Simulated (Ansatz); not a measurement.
# What a change of settings does to a run on TiN

The cell is COD entry 1011099, as deposited and not checked against the literature; nothing was relaxed. It is an old determination, and later ones may differ.

First run: DFT, LDA, all-electron LAPW, scalar-relativistic (Ansatz 0.2.0).

Command: `ansatz run input.yaml --threads 1 --pin off --max-ram 2048MiB --backend cpu --events-out ev --progress --plain --runs-dir out` The run took 18 s on 1 thread of Intel(R) Xeon(R) Platinum 8259CL CPU @ 2.50GHz (Skylake/Cascade Lake) (shared host), peak memory 0.42 GiB.

```yaml
crystal:
  lattice:
    - [0.0, 2.122, 2.122]
    - [2.122, 0.0, 2.122]
    - [2.122, 2.122, 0.0]
  atoms:
    - { symbol: Ti, position: [0.0, 0.0, 0.0] }
    - { symbol: "N", position: [0.5, 0.5, 0.5] }
kpoints:
  mp_grid: { grid: [13, 13, 13] }
  band_path:
    path:
      - [0.0, 0.0, 0.0]
      - [0.5, 0.0, 0.5]
      - [0.625, 0.25, 0.625]
      - [0.375, 0.375, 0.75]
      - [0.0, 0.0, 0.0]
      - [0.5, 0.5, 0.5]
      - [0.5, 0.25, 0.75]
      - [0.5, 0.0, 0.5]
    npoints: 5
scf:
  occupations: { method: fermi_dirac, width: 0.05 }
hamiltonian:
  xc: lda
  pseudopotentials: { kind: all_electron, lapw: { basis_error: 0.0005 } }
output:
  forces: true
  stress: true
  eigenvalues: true
```

Result: converged; pressure -14.73 GPa; 8 SCF iterations.

Spin polarisation is left out, and whether a magnetic state lies lower isn't shown here.

A second input differs as follows:

```diff
@@ -22,4 +22,5 @@
 scf:
   occupations: { method: fermi_dirac, width: 0.05 }
+  max_iter: 60
 hamiltonian:
   xc: lda
@@ -29,3 +30,4 @@
   stress: true
   eigenvalues: true
+ENCUT: 60
```

**Question.** What is wrong with it, and what does the program do?

**Answer.** The fault is a keyword of another program. The run refused before any iteration. The log ends:
```
Error: YAML parse error: error: line 32 column 1: unknown field `ENCUT`, expected one of crystal, accuracy, basis, kpoints, hamiltonian, magnetization, projection, total_charge, correlation, batch, efield, external_charges, scf, relax, neb, saddle, md, ramp, phonons, dielectric, real_time, elastic, magnetic_configurations, gw, evaluate, workflow, output, checkpoint, execution
  --> <input>:32:1
   |
30 |   stress: true
31 |   eigenvalues: true
32 | ENCUT: 60
   | ^ unknown field `ENCUT`, expected one of crystal, accuracy, basis, kpoints, hamiltonian, magnetization, projection, total_charge, correlation, batch, efield, external_charges, scf, relax, neb, saddle, md, ramp, phonons, dielectric, real_time, elastic, magnetic_configurations, gw, evaluate, workflow, output, checkpoint, execution
```
